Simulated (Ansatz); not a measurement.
**LaS (rocksalt structure)**

**What was measured.** A cell as deposited of cubic LaS (space group Fm-3m), temperature not stated, from the Crystallography Open Database (1970), has a = 5.854 Å and 25.08 Å³/atom.

The computed numbers are results of PBEsol, scalar-relativistic (no spin polarisation) in the plane-wave PAW code Ansatz at 420 eV, Γ-centred 10×10×10 mesh, 0.05 eV Gaussian smearing. The datasets are Ansatz's generated set soft_2.

```
La S
1.0
     0.00000    2.90266    2.90266
     2.90266    0.00000    2.90266
     2.90266    2.90266    0.00000
La S
1 1
Direct
  0.50000 0.50000 0.50000
  0.00000 0.00000 0.00000
```

The start was a prototype's sites filled with these elements; the Crystallography Open Database holds the compound in this structure.

The cell above was scaled in volume, its shape and atoms being fixed by the lattice's symmetry. Energies are counted from the cell above.

```tsv
V (Å³/atom)	ΔE (meV/atom)	P (GPa)
23.48	11.8	4.0
23.97	2.8	1.9
24.46	0.0	0.0
24.95	2.6	-1.7
25.43	?	?
```

Q: Fill in the withheld row.

A: ΔE (meV/atom): 10.2, P (GPa): -3.2.

Q: What do the points give for the equilibrium volume, the bulk modulus and its pressure derivative (third-order Birch–Murnaghan)?

A: V0 = 24.46 Å³/atom, B0 = 90 GPa, B0′ = 4.5.

B0·V0 = 89.7 GPa × 24.46 Å³ = 13.69 eV/atom sets the scale: near the minimum ΔE ≈ ½ B0 V0 x², with x = V/V0 − 1, and a pressure of 0.9 GPa squeezes the volume by about 1 %. At the ends of the curve: x = −4.0 % predicts 11.0 meV/atom and the run gives 11.8; x = +4.0 % predicts 10.9 meV/atom and the run gives 10.2. Compression costs more and expansion less than the parabola says, since the crystal stiffens as it shrinks; B0′ measures that.

**Comparison.** The computed cell (5.805 Å, 24.46 Å³/atom) differs from the database's by −2.5 % in volume, about −0.8 % in length. PBEsol was built to cure PBE's overestimate of volumes, and the static lattice lacks thermal expansion. The database's entry may also be off.

These numbers lack spin–orbit coupling. The cell is a metal with an odd number of electrons, and spin polarisation wasn't tried.
